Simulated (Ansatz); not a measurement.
LiAl3 (Cu3Au type, Pm-3m), a = 3.964 Å, b = 3.964 Å, c = 3.964 Å, α = 90.00°, β = 90.00°, γ = 90.00°.

This is the LDA-relaxed structure.

**Question.** All from DFT-LDA in the program Ansatz with PAW potentials, unless another level is named. Estimate the density of states at the Fermi level.

**Answer.** 0.32 states/eV per atom (mean over ±0.08 eV).

**Question.** And the formation energy from the elements (no fitted shifts)?

**Answer.** -0.11 eV/atom.

The workflow started from a Materials Project entry (that database holds measured and hypothetical structures alike); the Crystallography Open Database copy checked does not list it. With Li and Al taken as one species the cell has the higher symmetry Fm-3m, so it may be an ordered model of a mixed-site phase. Its standing as an ambient phase is unchecked. Symmetry was held in the LDA relaxation; of distortions, only those at the zone centre were tested. The references are the lowest solids computed at this level, not always the standard phases.

Potentials: the later of the program's two PAW sets.
